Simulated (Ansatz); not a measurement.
The relaxed structure here is a generated cell of Al: the first start was made by placing the elements on the sites of a structure type, and the end was not matched to a known phase here, so it may be hypothetical. Known forms of Al include space group No. 225.

One starting cell of Al (a generated cell, Al built in the beta-Sn structure type) was relaxed twice with Ansatz (plane waves, PAW, scalar-relativistic): with PBEsol at 420 eV and with PBE at 420 eV. The PBEsol result:

```cif
data_Al4
_chemical_formula_sum 'Al4'
_space_group_name_H-M_alt 'I41/amd :1'
_space_group_IT_number 141
_space_group_name_Hall 'I 4bw 2bw -1bw'
_cell_length_a 5.26057
_cell_length_b 5.26057
_cell_length_c 2.71423
_cell_angle_alpha 90.000
_cell_angle_beta 90.000
_cell_angle_gamma 90.000
loop_
_atom_site_label
_atom_site_type_symbol
_atom_site_symmetry_multiplicity
_atom_site_Wyckoff_symbol
_atom_site_fract_x
_atom_site_fract_y
_atom_site_fract_z
_atom_site_occupancy
Al1 Al 4 a 0.00000 0.00000 0.00000 1
```
(The calculation used a cell of 2 atoms; values per cell refer to that cell.)

```tsv
quantity	PBEsol	PBE
space group	I4₁/amd	I4₁/amd
volume (Å³/atom)	18.78	19.19
a (Å)	5.261	5.300
c (Å)	2.714	2.732
gap (eV, no spin-orbit coupling)	0.00	0.00
```

Both levels end in the same structure; PBE's volume is 2.2 % larger. Neither column is exact.

No spin polarisation in the result.

The run could not lose the symmetry of its start: the end is stationary, and may be a saddle point rather than a minimum.

All atoms sit on sites fixed by symmetry, so only the cell could relax.

Ansatz is a quantum-chemistry and plane-wave program.
